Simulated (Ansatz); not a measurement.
LaAs:
```yaml
crystal:
  lattice:
    - [0.00000, 3.05511, 3.05511]
    - [3.05511, 0.00000, 3.05511]
    - [3.05511, 3.05511, 0.00000]
  atoms:
    - { symbol: La, position: [0.00000, 0.00000, 0.00000] }
    - { symbol: As, position: [0.50000, 0.50000, 0.50000] }
```

Relaxed with PBEsol. Special points in fractions of this cell's reciprocal vectors: Γ (0.000, 0.000, 0.000); X (0.500, 0.000, 0.500); U (0.625, 0.250, 0.625); K (0.375, 0.375, 0.750); L (0.500, 0.500, 0.500); W (0.500, 0.250, 0.750).

### Question
List the band energies nearest the Fermi level at these points for plane-wave PAW PBEsol with spin–orbit coupling (Ansatz code).

### Answer
In eV from the Fermi level; about four levels below and three above (degenerate sets whole), none deeper than 8.9 eV; points with the same levels are listed once.

```json
[
 {"k": "Γ", "below": "-0.09 -0.09", "above": "0.20 0.20 0.20 0.20"},
 {"k": "X", "below": "-0.23 -0.23 -0.02 -0.02", "above": "2.61 2.61 2.62 2.62"},
 {"k": "U", "below": "-1.18 -1.18 -0.98 -0.98", "above": "1.24 1.24 2.55 2.55"},
 {"k": "L", "below": "-1.81 -1.81 -1.71 -1.71", "above": "2.27 2.27 2.52 2.52"},
 {"k": "W", "below": "-1.23 -1.23 -1.08 -1.08", "above": "2.06 2.06 2.06 2.06"}
]
```

Space group Fm-3m (rock salt). The workflow started from a Materials Project entry (that database holds measured and hypothetical structures alike); the Crystallography Open Database files this formula in space group No. 225, but the cells were not matched. Whether it is the stable phase at ambient conditions was not checked. The cell was relaxed with PBEsol under the symmetry of its start; of distortions, only those at the zone centre were tested.

Potentials: the later of the program's two PAW sets.
